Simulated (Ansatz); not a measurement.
A structure of PbSe relaxed with PBEsol (plane waves to 420 eV, PAW, scalar-relativistic; Ansatz, a first-principles code); single points at other levels follow on the same geometry (Ansatz, PAW; HSE06 at 420 eV on a 6×6×6 k-mesh; no spin-orbit coupling). Space group Fm-3m (No. 225).

```xyz
2
Lattice="0.0000 3.0507 3.0507 3.0507 0.0000 3.0507 3.0507 3.0507 0.0000" Properties=species:S:1:pos:R:3 pbc="T T T"
Se     0.0000     0.0000     0.0000
Pb     3.0507     3.0507     3.0507
```

```tsv
level	gap (eV)	kind	conduction minimum
PBEsol	0.17	direct	L
HSE06	___	–	___
```

Question: Some entries are withheld; supply them.

Answer: 
- HSE06, gap (eV): 0.65
- HSE06, conduction minimum: L

HSE06 gaps come from a coarse mesh plus a few chosen points, so they may be too large. No spin polarisation in the result.

It was reached from a disturbed copy of a Fm-3m (No. 225) cell (rock salt type), against which it lies -0.001 eV/atom.
